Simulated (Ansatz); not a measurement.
Here is the system:

Al (fcc, Cu type), conventional cell a = 3.9920 Å, b = 3.9920 Å, c = 3.9920 Å, α = 90.00°, β = 90.00°, γ = 90.00°. The calculation uses the primitive cell of 1 atom, to which meshes and values per cell refer.

The volume is varied about the relaxed value V₀ at fixed cell shape. Symmetry pins the atoms to their sites.

These are r2SCAN (plane waves to 500 eV, PAW, scalar-relativistic; Ansatz, an electronic-structure program) values and carry that method's errors. k mesh 21×21×21 (Γ-centred), Fermi-Dirac smearing 0.05 eV. The energy includes the smearing's −TS. Stress and pressure are positive under compression. On this mesh the relaxed cell isn't quite at rest: it carries a pressure of 0.1 GPa (compression positive) at the zero of the scan. Al was relaxed with its symmetry unable to fall. ΔE is measured from the relaxed starting cell.

The scan covers V/V₀ from 0.840 to 1.160 in 13 points.

Problem. What is the fitted pressure derivative B₀′?

Solution. 4.5.

Problem. What bulk modulus B₀ follows from a third-order Birch-Murnaghan fit?

Solution. 91.3 GPa.

(Under strain, the slope of the energy per volume gives the stress and its curvature an elastic modulus.)
